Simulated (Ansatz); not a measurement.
MnRh$_{2}$O$_{4}$ (spinel, Fd-3m), plane-wave PAW PBE (Ansatz code), all energies at zero smearing, with the estimated change up to a 700 eV cutoff added, with one set of potentials and settings (totals compare only within such a set). Cell of 14 atoms (2 Mn, 4 Rh, 8 O): -37941.840 eV.

| element | reference phase | E (eV/atom) |
|---|---|---|
| Mn | I-43m, 29 atoms in the cell, spin-polarised | -3898.8617 |
| Rh | Fm-3m, 1 atoms in the cell | -6402.8911 |
| O | C2/m, 4 atoms in the cell, spin-polarised | -565.0000 |

Formation energy per atom, worked out: (-37941.840 − 2×(-3898.8617) − 4×(-6402.8911) − 8×(-565.0000))/14 = -0.897 eV/atom (-87 kJ per mol of atoms), at 0 K, without zero-point energy or fitted corrections.

The workflow started from a Materials Project entry (that database holds measured and hypothetical structures alike); the Crystallography Open Database copy checked does not list it. Whether it is the stable phase at ambient conditions was not checked. Symmetry was held in the PBE relaxation, as lowered by the spin order; its stability against distortions is not shown here. Magnetic state: antiferromagnetic, chosen from 2 collinear starts compared on coarse meshes (ties went to the first, and starts can fall back to one state), not a proven ground state. No Hubbard U is applied. The references are the lowest solids computed at this level, not always the standard phases (solids in place of the gases).

Potentials: the later of the program's two PAW sets.
